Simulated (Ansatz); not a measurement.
W (bcc (W type)), relaxed and computed with several functionals in Ansatz (plane waves, PAW). Much of their spread follows the volume that each gives.

| functional | V (Å³/atom) | B₀ by P(V) fit (GPa) |
|---|---|---|
| PBE | 16.14 | 304 |
| r²SCAN | 15.91 | 319 |
| PBEsol | 15.70 | ? |
| LDA | 15.42 | 335 |

Task: Fit a straight line to ln B₀ against ln V and predict the withheld value.

Result: Least squares on the 3 shown rows: ln B₀ = -2.04 × ln V + (11.399), with a scatter of 0.8 %. For PBEsol this gives 324. The run itself gave 324, a miss of 0.0 % of that.

All cells were relaxed under the symmetry of their starts (and spin orders); stability against distortions was not tested throughout. Named crystals with no word on spin ran without spin polarisation. Scalar-relativistic: spin–orbit coupling is off unless named, which matters more the heavier the elements.

Potentials: the earlier of the program's two PAW sets. The files were generated under PBE; for other functionals the program regenerates the frozen cores, and for LDA and PBEsol the local potential too.

Ansatz (a quantum-chemistry and plane-wave program) is a plane-wave DFT program.
